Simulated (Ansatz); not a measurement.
This cell of SrTiO$_{3}$ (cubic perovskite) is off equilibrium:

```
CELL_PARAMETERS angstrom
      3.90753     0.00000     0.00000
      0.00000     3.90753     0.00000
      0.00000     0.00000     3.90753
ATOMIC_POSITIONS crystal
  Sr 0.90189 0.90189 0.90189
  Ti 0.50000 0.50000 0.50000
  O  0.00000 0.50000 0.50000
  O  0.50000 0.50000 0.00000
  O  0.50000 0.00000 0.50000
```

Calculation: r2SCAN (plane waves to 500 eV, PAW, scalar-relativistic; Ansatz, a program for electronic structure). k mesh 7×7×7 (Γ-centred), Fermi-Dirac smearing 0.05 eV. E stands for the smeared free energy. Stress and pressure are positive under compression. SrTiO3 is run without spin polarisation. SrTiO3 was relaxed with its symmetry unable to fall. The PAW data are Ansatz's earlier set.

Q: Predict the force on every atom, in eV/Å.

A: 
```csv
atom,Fx,Fy,Fz
Sr1,3.582,3.582,3.582
Ti2,-1.754,-1.754,-1.754
O3,-0.369,-0.730,-0.730
O4,-0.730,-0.730,-0.369
O5,-0.730,-0.369,-0.730
```

Q: What is the stress tensor (GPa)?

A: 
```
   13.6      7.6      7.6
    7.6     13.6      7.6
    7.6      7.6     13.6
```
The pressure, a third of the trace, is 13.6 GPa.

Q: In it atom 1 sits (-0.383, -0.383, -0.383) Å away from its relaxed site. What is its energy relative to the relaxed cell?

A: 1477 meV/cell.

(For displaced atoms, the force is minus the slope of the energy, and its curvature is a force constant, which sets phonon frequencies.)
